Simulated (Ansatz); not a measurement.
Nb$_{3}$Sn (A15, Cr3Si type)

```yaml
crystal:
  lattice:
    - [5.30438, 0.00000, 0.00000]
    - [0.00000, 5.30438, 0.00000]
    - [0.00000, 0.00000, 5.30438]
  atoms:
    - { symbol: Nb, position: [0.25000, 0.00000, 0.50000] }
    - { symbol: Nb, position: [0.75000, 0.00000, 0.50000] }
    - { symbol: Nb, position: [0.00000, 0.50000, 0.25000] }
    - { symbol: Nb, position: [0.00000, 0.50000, 0.75000] }
    - { symbol: Nb, position: [0.50000, 0.25000, 0.00000] }
    - { symbol: Nb, position: [0.50000, 0.75000, 0.00000] }
    - { symbol: Sn, position: [0.00000, 0.00000, 0.00000] }
    - { symbol: Sn, position: [0.50000, 0.50000, 0.50000] }
```

E(V) scan at fixed shape, V₀ the volume above. Symmetry pins the atoms to their sites.

All values below come from r2SCAN (plane waves to 500 eV, PAW, scalar-relativistic; Ansatz, a program for electronic structure). k mesh 9×9×9 (Γ-centred), Fermi-Dirac smearing 0.05 eV. E stands for the smeared free energy. Stress and pressure are positive under compression. Nb3Sn is run without spin polarisation. Nb3Sn was relaxed with its symmetry unable to fall. ΔE is measured from the relaxed starting cell. The last digit holds for this mesh only.

| V (Å³/atom) | ΔE (meV/atom) |
|---|---|
| 15.671 | 338.6 |
| 16.168 | 223.0 |
| 16.666 | 135.6 |
| 17.163 | 72.5 |
| 17.661 | 30.7 |
| 18.158 | 7.3 |
| 18.656 | 0.0 |
| 19.153 | 6.7 |
| 19.651 | 25.7 |
| 20.148 | 55.3 |
| 20.646 | 94.3 |
| 21.143 | 141.5 |
| 21.641 | withheld |

**Question.** Fit a third-order Birch-Murnaghan form (E₀, V₀, B₀, B₀′ free) to the given rows and predict ΔE at V = 21.641.

**Answer.** Least squares on the 12 given rows: ΔE = E₀ + (9V₀B₀/16)·y²·[2 + (B₀′ − 4)y], y = (V₀/V)^(2/3) − 1, with V₀ = 18.655 Å³/atom, B₀ = 169.1 GPa (160.2 GPa = 1 eV/Å³; the term in eV is multiplied by 1000), B₀′ = 4.11, E₀ = -0.01 meV/atom; root-mean-square residual 0.05 meV/atom. At 21.641 the fit gives 195.7 meV/atom; the calculation gives 195.7 meV/atom, the same to the digits shown. For the pressure the fit gives -18.5 GPa against the computed -18.5 GPa.

(A scan under strain: stresses follow from slopes of the energy per volume, elastic moduli from its curvatures.)
